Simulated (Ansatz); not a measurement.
Li₂O₂:
```
CELL_PARAMETERS angstrom
      3.11211     0.00000     0.00000
     -1.55605     2.69516     0.00000
      0.00000     0.00000     7.59441
ATOMIC_POSITIONS crystal
  Li 0.00000 0.00000 0.00000
  Li 0.00000 0.00000 0.50000
  Li 0.33333 0.66667 0.25000
  Li 0.66667 0.33333 0.75000
  O  0.33333 0.66667 0.64939
  O  0.66667 0.33333 0.35061
  O  0.66667 0.33333 0.14939
  O  0.33333 0.66667 0.85061
```

Relaxed with r²SCAN.

Question: Which orbitals make up the states near the band edges in plane-wave PAW r²SCAN (Ansatz code)?

Answer: Top 1 eV of the valence band: O 2p 98 %. Bottom 1 eV of the conduction band: O 2p 80 %, O 2s 11 %, Li 2s 5 %. Projections are on Löwdin-orthogonalised atomic valence shells; empty p or d shells of many metals are not among them.

Question: Tabulate the density of states.

Answer: States/eV per cell of 8 atoms, in 0.25 eV bins, energy from the valence-band maximum.

| E (eV) | total | O 2p | Li 2s | O 2s |
|---|---|---|---|---|
| -6.85 | 0.00 | 0.00 | 0.00 | 0.00 |
| -6.60 | 0.56 | 0.48 | 0.06 | 0.01 |
| -6.35 | 2.53 | 2.22 | 0.22 | 0.06 |
| -6.10 | 2.62 | 2.32 | 0.18 | 0.10 |
| -5.85 | 2.72 | 2.42 | 0.15 | 0.12 |
| -5.60 | 4.60 | 4.15 | 0.19 | 0.20 |
| -5.35 | 5.90 | 5.43 | 0.18 | 0.19 |
| -5.10 | 5.10 | 4.69 | 0.13 | 0.19 |
| -4.85 | 3.30 | 3.02 | 0.10 | 0.12 |
| -4.60 | 2.33 | 2.19 | 0.08 | 0.03 |
| -4.35 | 6.43 | 6.18 | 0.11 | 0.05 |
| -4.10 | 6.02 | 5.86 | 0.05 | 0.03 |
| -3.85 | 4.04 | 3.97 | 0.01 | 0.01 |
| -3.60 | 1.86 | 1.84 | 0.00 | 0.00 |
| -3.35 | 0.00 | 0.00 | 0.00 | 0.00 |
| -3.10 | 0.00 | 0.00 | 0.00 | 0.00 |
| -2.85 | 0.00 | 0.00 | 0.00 | 0.00 |
| -2.60 | 0.00 | 0.00 | 0.00 | 0.00 |
| -2.35 | 0.08 | 0.08 | 0.00 | 0.00 |
| -2.10 | 2.42 | 2.27 | 0.06 | 0.01 |
| -1.85 | 5.32 | 5.00 | 0.12 | 0.04 |
| -1.60 | 2.90 | 2.72 | 0.08 | 0.03 |
| -1.35 | 2.28 | 2.16 | 0.06 | 0.02 |
| -1.10 | 3.09 | 2.97 | 0.04 | 0.01 |
| -0.85 | 4.24 | 4.12 | 0.03 | 0.01 |
| -0.60 | 4.41 | 4.32 | 0.02 | 0.01 |
| -0.35 | 4.63 | 4.56 | 0.01 | 0.01 |
| -0.10 | 2.62 | 2.60 | 0.00 | 0.00 |
| 0.15 | 0.00 | 0.00 | 0.00 | 0.00 |
| 0.40 | 0.00 | 0.00 | 0.00 | 0.00 |
| 0.65 | 0.00 | 0.00 | 0.00 | 0.00 |
| 0.90 | 0.00 | 0.00 | 0.00 | 0.00 |
| 1.15 | 0.00 | 0.00 | 0.00 | 0.00 |
| 1.40 | 0.00 | 0.00 | 0.00 | 0.00 |
| 1.65 | 0.00 | 0.00 | 0.00 | 0.00 |
| 1.90 | 0.00 | 0.00 | 0.00 | 0.00 |
| 2.15 | 0.00 | 0.00 | 0.00 | 0.00 |
| 2.40 | 0.00 | 0.00 | 0.00 | 0.00 |
| 2.65 | 0.00 | 0.00 | 0.00 | 0.00 |
| 2.90 | 0.13 | 0.09 | 0.01 | 0.02 |
| 3.15 | 0.54 | 0.40 | 0.05 | 0.08 |
| 3.40 | 1.03 | 0.81 | 0.07 | 0.13 |
| 3.65 | 2.05 | 1.68 | 0.08 | 0.21 |
| 3.90 | 2.94 | 2.47 | 0.08 | 0.26 |
| 4.15 | 2.63 | 2.22 | 0.08 | 0.22 |
| 4.40 | 2.03 | 1.75 | 0.05 | 0.16 |
| 4.65 | 2.30 | 2.02 | 0.04 | 0.16 |
| 4.90 | 1.60 | 1.43 | 0.02 | 0.10 |
| 5.15 | 0.75 | 0.67 | 0.00 | 0.04 |
| 5.40 | 0.00 | 0.00 | 0.00 | 0.00 |
| 5.65 | 0.00 | 0.00 | 0.00 | 0.00 |
| 5.90 | 0.00 | 0.00 | 0.00 | 0.00 |
| 6.15 | 0.00 | 0.00 | 0.00 | 0.00 |
| 6.40 | 0.00 | 0.00 | 0.00 | 0.00 |
| 6.65 | 0.00 | 0.00 | 0.00 | 0.00 |
| 6.90 | 0.00 | 0.00 | 0.00 | 0.00 |
| 7.15 | 0.07 | 0.00 | 0.05 | 0.01 |
| 7.40 | 0.23 | 0.01 | 0.16 | 0.04 |
| 7.65 | 0.48 | 0.03 | 0.31 | 0.09 |

Space group P6_3/mmc. The workflow started from a Materials Project entry (that database holds measured and hypothetical structures alike); the Crystallography Open Database files this formula in space group No. 194, but the cells were not matched. Whether it is the stable phase at ambient conditions was not checked. The cell was relaxed with r²SCAN under the symmetry of its start; whether a distortion lowers the energy is not shown.

Potentials: the later of the program's two PAW sets.
